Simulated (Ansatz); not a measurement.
Relaxed Si (diamond):

```yaml
crystal:
  lattice:
    - [0.00000, 5.46988, 5.46988]
    - [2.73494, 2.73494, 5.46988]
    - [2.73494, 2.73494, 0.00000]
  atoms:
    - { symbol: Si, position: [0.00000, 0.50000, 0.50000] }
    - { symbol: Si, position: [0.50000, 0.50000, 0.50000] }
    - { symbol: Si, position: [0.00000, 0.75000, 0.75000] }
    - { symbol: Si, position: [0.50000, 0.75000, 0.75000] }
```

The atoms are displaced by Q × the pattern below (from a DFPT mode at X = (0.5, 0.5, 0.0), largest move 1; Q in Å), at fixed cell. It is one choice among 2 degenerate patterns. (q is in reciprocal vectors of the primitive cell; the cell shown is doubled to hold the pattern.)

```tsv
atom	x	y	z
Si3	0.000	0.000	-1.000
Si4	0.000	0.000	1.000
```

Atoms not listed stay in place.

The numbers are results of PBE (plane waves to 420 eV, PAW, scalar-relativistic; Ansatz, a first-principles code), not measurements. k mesh 10×10×10 (Γ-centred), Fermi-Dirac smearing 0.05 eV. Si was relaxed with its symmetry unable to fall. The PAW data are Ansatz's earlier set.

At one point of the scan the forces (eV/Å) are:

| atom | Fx | Fy | Fz |
|---|---|---|---|
| Si1 | 0.000 | 0.000 | 0.000 |
| Si2 | 0.000 | 0.000 | 0.000 |
| Si3 | 0.000 | 0.000 | 1.642 |
| Si4 | 0.000 | 0.000 | -1.642 |

**Question.** Which point is it?
A) Q = 0.033 Å
B) Q = 0.100 Å
C) Q = 0.067 Å
D) Q = 0.083 Å

**Answer.** B, Q = 0.100 Å

(A displaced cell: forces are minus the slopes of the energy, force constants its curvatures, and phonons follow from these.)
